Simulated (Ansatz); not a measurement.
Crystals of one structure type (fluorite or antifluorite type) and one family of elements, relaxed and computed with the program Ansatz at the PBE level (PAW).

| crystal | V (Å³/atom) | B₀ by P(V) fit (GPa) |
|---|---|---|
| Si2Mo | 16.74 | 129 |
| Si2W | 17.06 | ? |
| Ge2Mo | 18.89 | 111 |
| Ge2W | 19.20 | 117 |

**Question.** Fit a straight line to ln B₀ against ln V and predict the withheld value.

**Answer.** Least squares on the 3 shown rows: ln B₀ = -0.91 × ln V + (7.420), with a scatter of 3 %. For Si2W this gives 126. The run itself gave 136, outside the scatter: the line misses something about this case.

Constructed cells (a structure type filled with these elements, in neither database checked): Si2Mo, fluorite or antifluorite type; Si2W, fluorite or antifluorite type; Ge2Mo, fluorite or antifluorite type; Ge2W, fluorite or antifluorite type. Not the usual ambient phase: Si2Mo, fluorite or antifluorite type; Si2W, fluorite or antifluorite type. All cells were relaxed under the symmetry of their starts (and spin orders); stability against distortions was not tested throughout. Rows with no word on spin ran without spin polarisation. Spin–orbit coupling is left out wherever it is not named.

Potentials: the later of the program's two PAW sets.
